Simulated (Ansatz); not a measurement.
CuCl (zinc blende, space group No. 216), DFT-LDA in the program Ansatz with PAW potentials. The conduction-band minimum lies at Γ, with 1 equivalent valley. Second derivatives d²E/dk² of the lowest band at one valley (eV·Å²), along Cartesian directions:

```
direction  d²E/dk²
---------  -------
[100]        37.70
[010]        37.70
[001]        37.70
[110]        37.69
[101]        37.69
[011]        37.69
```

Q: Find the principal effective masses, the density-of-states mass and the conductivity mass.

A: Off-diagonal terms follow from H_xy = H[110] − (H_xx + H_yy)/2, and m*/mₑ = 7.620 eV·Å² over each eigenvalue: 0.20, 0.20, 0.20. One valley's DOS mass (m₁m₂m₃)^(1/3) = 0.20, conductivity mass 3/(Σ 1/mᵢ) = 0.20 mₑ.

Q: What effective density of states Nc follows at 300 K for parabolic valleys?

A: Nc = 2.509e19 × 1 × (0.20)^(3/2) ≈ 2.2e18 cm⁻³.

Q: With the computed static dielectric constant 7.32 (mean of the diagonal), estimate a hydrogenic donor's binding energy and radius.

A: E = 13.606 eV × 0.20/7.32² ≈ 51 meV; a = 0.529 Å × ε/m* ≈ 19 Å. Semilocal masses tend to be too small when the gap is underestimated.

Q: With ε∞ = 5.61 and ω_LO = 217 cm⁻¹, what Fröhlich coupling constant follows?

A: α = (1/ε∞ − 1/ε0) √(m* × 13.606 eV/ħω_LO) = 0.42.

Space group F-43m (zinc blende). The cell was relaxed with LDA under the symmetry of its start. The run is not spin-polarised.

Potentials: the earlier of the program's two PAW sets. The files were generated under PBE; for other functionals the program regenerates the frozen cores, and for LDA and PBEsol the local potential too.
